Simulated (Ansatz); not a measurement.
Ce (fcc, Cu type)

```
CELL_PARAMETERS angstrom
      0.00000     2.36603     2.36603
      2.36603     0.00000     2.36603
      2.36603     2.36603     0.00000
ATOMIC_POSITIONS crystal
  Ce 0.00000 0.00000 0.00000
```

The slice is a {111} plane (indices of the conventional cell) through the point (0.000, 0.000, 0.000) (fractional), spanned by u = [100] and v = [-1 2 0] in vectors of this cell: u (3.35 Å) and v (5.80 Å, at 90° to u). It covers one period; positions are fractions (u, v).

Computed with PBE (plane waves to 420 eV, PAW, scalar-relativistic; Ansatz, a quantum-chemistry and plane-wave program). k mesh 17×17×17. These are valence fields of a PAW run, semicore shells included where kept as valence: close to a nucleus they are smooth pseudo fields. Ce is run without spin polarisation. Ce was relaxed with its symmetry unable to fall. The relaxed volume of Ce is well below the measured one. The f-shell state is unchecked: a lower one may exist.

Q: Sketch the electron localisation function (ELF) on this plane as a map.

A: 
```tsv
v \ u	0.00	0.12	0.25	0.38	0.50	0.62	0.75	0.88
0.86	0.86	0.77	0.42	0.22	0.29	0.22	0.42	0.77
0.71	0.25	0.17	0.12	0.24	0.37	0.24	0.12	0.17
0.57	0.16	0.26	0.79	0.84	x	0.85	0.79	0.26
0.43	0.16	0.26	0.79	0.85	x	0.84	0.79	0.26
0.29	0.25	0.17	0.12	0.24	0.37	0.24	0.12	0.17
0.14	0.86	0.77	0.42	0.22	0.29	0.22	0.42	0.77
0.00	x	x	0.83	0.27	0.10	0.27	0.83	x
```

Values: electron localisation function (ELF). Points within 0.5 Å of a nucleus are blanked (x), as the pseudised field means little there.
